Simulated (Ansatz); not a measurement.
## NaB$_{2}$Pd$_{3}$, a known structure type with other elements, at an estimated volume

```
B Na Pd
1.0
     2.71564    4.70362    0.00000
    -2.71564    4.70362    0.00000
     0.00000    0.00000    2.96010
B Na Pd
2 1 3
Direct
  0.33330 0.33340 0.00000
  0.66660 0.66670 0.00000
  0.00000 0.00000 0.00000
  0.50000 0.50000 0.50000
  0.50000 0.00000 0.50000
  0.00000 0.50000 0.50000
```

The numbers come from plane-wave PAW DFT (Ansatz): r2SCAN, with U_eff = 5.41 eV on Pd d (all-electron-ortho-atomic projectors), spin-orbit coupling, 500 eV, 4×4×7 Γ-centred k points, fermi-dirac occupations (width 0.1 eV). Nothing was relaxed.

The state carries no moments; the state need not be the lowest.

(1) Are the atoms at rest?

(2) What happens at the Fermi level?

(3) Is the cell too large or too small?

(4) Give the Bader charges.

Origin: a known structure type with other elements, at an estimated volume, so it need not be a known compound. Caveats: started without moments under time reversal, so no moment could form; the k mesh is coarse if the cell is a metal.

## Answers

(1) Nearly at rest: the largest force is 0.002 eV/Å.

(2) It is a metal, with about 2.3 states/eV a cell as the mean within 0.25 eV of the Fermi level, mostly B p (61 %) and Pd d (28 %).

(3) The pressure is 14.5 GPa (compression positive), so with the atoms held at these fractions the cell would first expand. The principal stresses 12.5, 12.5, 18.5 GPa differ, so its shape would change too.

(4) Bader charges in e: Na +0.83, B +0.22, Pd -0.42. In the mean Na gives up most and Pd takes most.
